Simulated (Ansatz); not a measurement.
input.yaml (Ansatz)

```yaml
crystal:
  lattice:
    - [4.0770582338, 0.0, 0.0]
    - [-2.0385291169, 3.5308360031, 0.0]
    - [0.0, 0.0, 2.4992366973]
  atoms:
    - { symbol: Cr, position: [0.0, 0.0, 0.0], spin: 1.5 }
    - { symbol: Cr, position: [0.3333333333, 0.6666666667, 0.5], spin: 1.5 }
    - { symbol: Cr, position: [0.6666666667, 0.3333333333, 0.5], spin: 1.5 }
hamiltonian:
  xc: r2scan
  pseudopotentials:
    kind: paw
    azcp:
      Cr: "pseudopotentials/Cr.paw.azcp"
basis:
  ecutwfc: 500
  fft_grid_basis: typed
kpoints:
  mp_grid: { grid: [9, 9, 13], shift: [0, 0, 0] }
magnetization:
  spin_polarized: true
scf:
  occupations: { method: fermi_dirac, width: 0.05 }
relax:
  max_steps: 60
  f_tol: 0.01
  cell: {}
output:
  write_density: true
  write_potential: true
  elf: true
  volumetric_format: npy
```

Terminal output

```
Engine: ansatz 0.2.0, x86_64-unknown-linux-gnu
Pseudopotentials: kind: paw
Pseudopotential: Cr, paw, valence charge 14, recommended cutoff 500 eV (meta_gga) 
Functional definition: r2SCAN
  parameter k0 = 0.174
  parameter k1 = 0.065
  parameter a1 = 4.9479
  exchange = r2scan_x(k0 = k0, k1 = k1, a1 = a1)
  correlation = r2scan_c
Crystal: 3 atoms, lattice volume = 35.978 Å³
Basis set: ecut = 500 eV, 939 PW (Γ), exchange–correlation on 120×120×80 points (64 copies of the dense FFT grid, shifted against one another)
Bands: 28, of which v1, the nominal top of the filled ones, is band 21 counted from 1 (20 counted from 0)
Symmetry: 24 space group operations
Space group: P6/mmm (ITA 191), of the structure as read, at distance tolerance 3.3e-5 Å
Magnetic group: BNS 191.233 (UNI 1463), of the structure as read, at distance tolerance 3.3e-5 Å
k-points: 84 of 1053
Non-local potential: Cr, projectors of the file, l = 0: 3, l = 1: 2, l = 2: 3, l = 3: 1
PAW form: soft (Blöchl's): semilocal exchange-correlation on the pseudo side does not see the compensation charge
PAW frozen core: Cr, regenerated for the run's functional (the file was generated under x = pbe(κ = 0.804, μ = 0.2195149727645171), c = pbe(β = 0.06672455060314922))
PAW one-centre angular grid: Cr, 590 points (default); XC on 160 Gauss nodes
Initial density: superposition of atomic densities (chi_scale 0.1, normalization cell)
Starting moments: Σ|m| = 4.5 μB on 3 of 3 sites
Initial wavefunctions: pseudopotential atomic-orbital guess
Functional: x = r2scan, c = r2scan; τ floored in thin density (d = 2e-4 eV/Å³)
SCF iter   1: F=—  HF=-10151.132266 eV  |F-HF|=—  |Δ(HF+E_count)|=         —  Δρ=1.31e-1 (↑1.31e-1 ↓8.85e-2)  dr2=1.42e1  dr2_τ=5.53e-2  dr2_m=2.39e-1  M=3.432 μB ∫|m|=3.432 μB  β_m=1.00  ethr=3.10e-3  ⟨swp⟩=3.4  Hψ=15226  notcnv=0
Mixer restart at iter 1: flushing history
SCF iter   2: F=—  HF=-10146.642930 eV  |F-HF|=—  |Δ(HF+E_count)|=    4.49e0  Δρ=6.28e-2 (↑5.19e-2 ↓6.28e-2)  dr2=4.25e0  dr2_τ=4.27e-2  dr2_m=1.20e-2  M=3.384 μB ∫|m|=3.394 μB  β_m=0.74  ethr=3.10e-3  ⟨swp⟩=2.2  Hψ=10100  notcnv=0  defer=132  κ⁻¹=1.0e0(r=1)
SCF iter   3: F=—  HF=-10145.748507 eV  |F-HF|=—  |Δ(HF+E_count)|=   8.94e-1  Δρ=2.05e-2 (↑1.74e-2 ↓2.05e-2)  dr2=2.27e-1  dr2_τ=6.72e-3  dr2_m=2.58e-2  M=3.301 μB ∫|m|=3.345 μB  β_m=1.00  ethr=3.10e-3  ⟨swp⟩=2.3  Hψ=9204  notcnv=0  defer=130  κ⁻¹=3.4e-2(r=2)
SCF iter   4: F=—  HF=-10145.786520 eV  |F-HF|=—  |Δ(HF+E_count)|=         —  Δρ=1.39e-2 (↑1.34e-2 ↓1.39e-2)  dr2=4.25e-2  dr2_τ=3.80e-3  dr2_m=3.11e-2  M=3.118 μB ∫|m|=3.161 μB  β_m=1.00  ethr=5.40e-4  ⟨swp⟩=2.2  Hψ=7917  notcnv=0  defer=102
...
SCF converged after 14 iterations
Stability not checked: this state was not tested for a lower state beside it, because the mixer in use, unlike msr1, does not test its closes by its own steps (another_mixer; see scf.mixing.algorithm and scf.lower_state_search)
Magnetization: 3.5905 μB (22.7952 up, 19.2048 down)
Absolute magnetization: 3.6413 μB (∫|ρ↑−ρ↓|, with the PAW one-centre terms)
Spin contamination: 0.1285 ħ² per cell (⟨S²⟩ above its minimum at these occupations)
Per-site moments (μB) at R_I (Å): [(2.2853804484066575, 1.0272725252775126), (0.492924739800662, 0.9821401203529625), (0.4929247398006618, 0.9821401203529625)]
Free energy (F): -10145.906039 eV
Harris-Foulkes:  -10145.906039 eV  (|F-HF|=2.91e-11)
Internal energy: -10145.879945 eV  (E = F + TS)
E sigma→0 (E₀):  -10145.892992 eV
Entropy (-TS):   -0.026094 eV (-8.698 meV/atom)
Fermi energy:    18.192525 eV
--- Per-component energies (eV) ---
  E_band       = -524.446660
  E_kinetic    = 1030.364066
  E_local      = -3700.500811  (includes V_loc(G=0)·N_el)
  E_nonlocal   = 240.709678
  E_hartree    = 1606.153231
  E_xc         = -412.436093
  E_vxc        = -600.139145  (∫ρ·V_xc dr)
  E_paw        = -3609.985380  (= ΣΔE_a)
  E_vpaw       = -745.133384  (= ΣTr[D̂ρ^β])
  E_aug_tail   = 0.000712  (compensation charges beyond the density's cutoff)
  E_vtau       = 37.945755  (kinetic-family band-sum trace: ∫τ·v_τ [+ j·A + Jᵃ·Aᵃ] dr)
  E_ewald      = -5299.368366
  E_core_change = -0.816982  (= ΣΔE_core)
  E_smearing   = -0.026094  (= −TS)
  E_closure    = 0.000000  (closes the sum)
  Σ components = -10145.906039   (vs F -10145.906039, Δ=0.00e0)
--- Forces (eV/Å), atoms counted from 1 ---
  atom   1  Cr    -0.00000000     0.00000000     0.00000000
  atom   2  Cr    -0.00000000     0.00000000     0.00000000
  atom   3  Cr     0.00000000    -0.00000000     0.00000000
  max |Σ_I F_I| component: 1.85e-17 eV/Å
--- Stress (GPa, compression-positive) ---
        0.046577       0.000000       0.000000
       -0.000000       0.046577       0.000000
        0.000000       0.000000      -0.010563
  P = ⅓ Tr σ = 0.0275 GPa (0.275 kbar)
--- Band table (eV; the first three rows and the last of 168) ---
  k-point 0 ↑: bands = ["-57.4943", "-56.6572", "-56.4582", "-27.6176", "-27.6176", "-27.3941", "-26.9932", "-26.9932", "-26.4347", "-26.3627", "-26.3627", "-26.3179", "9.8074", "13.8694", "15.4863", "15.4863", "15.9495", "15.9495", "16.2423", "16.3865", "17.4420", "17.4420", "17.7882", "17.7882", "18.6273", "18.6273", "20.2116", "20.2116"]
  k-point 1 ↑: bands = ["-57.4893", "-56.6527", "-56.4538", "-27.6119", "-27.6119", "-27.4279", "-26.9887", "-26.9887", "-26.4713", "-26.3615", "-26.3615", "-26.3505", "9.9827", "14.0134", "15.4003", "15.4003", "15.8117", "15.8117", "16.4509", "16.5223", "17.4428", "17.4428", "17.8444", "17.8444", "18.6434", "18.6434", "20.1248", "20.1248"]
  k-point 2 ↑: bands = ["-57.4757", "-56.6404", "-56.4414", "-27.5961", "-27.5961", "-27.5211", "-26.9763", "-26.9763", "-26.5722", "-26.4404", "-26.3582", "-26.3582", "10.4905", "14.4033", "15.1598", "15.1598", "15.4747", "15.4747", "16.9265", "17.0517", "17.4547", "17.4547", "17.9401", "17.9401", "18.6967", "18.6967", "19.9234", "19.9234"]
  k-point 83 ↓: bands = ["-55.7757", "-55.7757", "-54.2626", "-26.3139", "-26.3139", "-26.2944", "-25.9066", "-25.9066", "-25.5399", "-24.7053", "-24.3940", "-24.3940", "14.2694", "15.8345", "15.8345", "15.9989", "16.1814", "16.1814", "17.8470", "17.8470", "19.2990", "19.2990", "19.3622", "21.0998", "21.1995", "21.4277", "21.4277", "22.1130"]
--- Relaxed structure (3 steps of the walk, 3 accepted, 1 SCFs on fresh bases) ---
  F+E_penalty+E_count = -10145.90603885 eV   max|allowed force component| = 2.961e-16 eV/Å   (the final SCF, on the basis selected at the relaxed cell)
  cell:  # Å, volume = 36.6786 Å³
    - [4.1239190026742865, 0.0, 0.0]
    - [-2.0619595013371432, 3.5714186194653186, 0.0]
    - [0.0, 0.0, 2.490357637036394]
  atoms:
    - { symbol: Cr, position: [-4.0993204730566856e-35, -1.8182001303890225e-35, 0.0] }
    - { symbol: Cr, position: [0.33333333333333326, 0.6666666666666665, 0.4999999999999999] }
    - { symbol: Cr, position: [0.6666666666666665, 0.33333333333333326, 0.4999999999999999] }
```

Command:

```sh
ansatz run input.yaml --threads 1 --pin off --max-ram 3584MiB --backend cpu --events-out ev --progress --plain --runs-dir out
```

On 1 thread of Intel(R) Xeon(R) Platinum 8259CL CPU @ 2.50GHz (Skylake/Cascade Lake) (shared host) this took about 270 s of wall time and 240 s of CPU time.
